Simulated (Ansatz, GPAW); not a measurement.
Fitting the PBEsol energy curve of W3Co

```
W Co
1.0
     3.90735    0.00000    0.00000
     0.00000    3.90735    0.00000
     0.00000    0.00000    3.90735
W Co
3 1
Direct
  0.50000 0.50000 0.00000
  0.50000 0.00000 0.50000
  0.00000 0.50000 0.50000
  0.00000 0.00000 0.00000
```

The cell comes from a database or a generator and needn't be the stable form of this composition.

The cell was scaled at fixed shape and fractions and run with Ansatz, Ansatz PAW, cutoff 420 eV; PBEsol, k mesh 7 × 7 × 7 on the cell of 4 atoms, fermi-dirac occupations of 0.05 eV, collinear spin, ferromagnetic start, no spin-orbit coupling. The potentials were made for PBE. Energies are those that the program minimises, any entropy of the smearing included. For a metal such a mesh isn't converged to the digits shown. The magnetic state is the one that the start led to, which needn't be the lowest.

```tsv
V (Å³/atom)	energy over the lowest row (meV/atom)
14.0189	7.93
14.3172	0.00
14.6155	3.89
14.9138	?
15.2120	42.46
15.5103	75.03
15.8086	115.26
```

Fit the third-order Birch-Murnaghan form, give V0, B0 and B′, and predict the energy left open.

With y = (V0/V)^(2/3), E = E0 + (9 V0 B0/16) [(y - 1)³ B′ + (y - 1)² (6 - 4y)]. Least squares through the rows shown give V0 = 14.3630 Å³/atom, E0 = -0.15 meV, B0 = 301.0 GPa (1 eV/Å³ = 160.218 GPa) and B′ = 4.28, with a largest miss of 0.01 meV. At V = 14.9138 the form with these constants gives 18.42 meV; the run gave 18.42 meV an atom. Other set-ups at this level, from all their volumes (Å³/atom, GPa): GPAW, PAW data sets generated for this functional: V0 14.365, B0 300.9.
